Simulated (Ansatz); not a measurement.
GaP:
```
CELL_PARAMETERS angstrom
      0.00000     2.72581     2.72581
      2.72581     0.00000     2.72581
      2.72581     2.72581     0.00000
ATOMIC_POSITIONS crystal
  Ga 0.00000 0.00000 0.00000
  P  0.75000 0.75000 0.75000
```

Relaxed with r²SCAN.

Map the electron localisation function on the plane through (0.000, 0.000, 0.000) spanned by u = [1, 0, 0] and v = [-1, 1, 1] in lattice vectors, from r²SCAN in the plane-wave PAW code Ansatz.

x is the fraction of u, y of v (the angle between them is 90°; rows are the nearest grid lines); atoms in the plane: Ga at (0.00, 0.00), P at (0.50, 0.75).
```
y \ x   0.000  0.105  0.158  0.263  0.368  0.474   0.526  0.632  0.737  0.842  0.895   1.00
------  -----  -----  -----  -----  -----  -----  ------  -----  -----  -----  -----  -----
1.00    0.995  0.025  0.138  0.296  0.572  0.577   0.577  0.572  0.296  0.138  0.025  0.995
0.926   0.030  0.113  0.227  0.584  0.849  0.792   0.792  0.849  0.584  0.227  0.113  0.030
0.852   0.229  0.281  0.421  0.881  0.892  0.522   0.519  0.893  0.882  0.423  0.281  0.229
0.778   0.258  0.471  0.691  0.879  0.575  0.001  -0.001  0.569  0.879  0.691  0.470  0.258
0.704   0.134  0.357  0.566  0.743  0.384  0.007   0.008  0.385  0.743  0.566  0.357  0.134
0.630   0.040  0.151  0.324  0.618  0.709  0.672   0.672  0.709  0.618  0.324  0.151  0.040
0.556   0.014  0.045  0.115  0.417  0.665  0.758   0.758  0.665  0.417  0.115  0.045  0.014
0.444   0.014  0.015  0.019  0.051  0.156  0.257   0.257  0.156  0.051  0.019  0.015  0.014
0.370   0.040  0.033  0.027  0.021  0.029  0.044   0.044  0.029  0.021  0.027  0.033  0.040
0.296   0.134  0.109  0.084  0.038  0.017  0.013   0.013  0.017  0.038  0.084  0.109  0.134
0.222   0.258  0.241  0.211  0.104  0.031  0.011   0.011  0.031  0.104  0.211  0.242  0.258
0.148   0.229  0.238  0.227  0.192  0.079  0.032   0.032  0.079  0.192  0.226  0.238  0.229
0.0741  0.030  0.113  0.211  0.223  0.228  0.179   0.179  0.228  0.223  0.211  0.113  0.030
0.000   0.995  0.025  0.138  0.296  0.572  0.577   0.577  0.572  0.296  0.138  0.025  0.995
```

The density is the valence pseudo-density with augmentation charge, so density and ELF within about 1 Å of a nucleus are not all-electron values.

Space group F-43m (zinc blende). The cell was relaxed with r²SCAN under the symmetry of its start; phonons on a q-mesh show no instability. Scalar-relativistic: spin–orbit coupling is off unless named, which matters more the heavier the elements.

Potentials: the earlier of the program's two PAW sets.
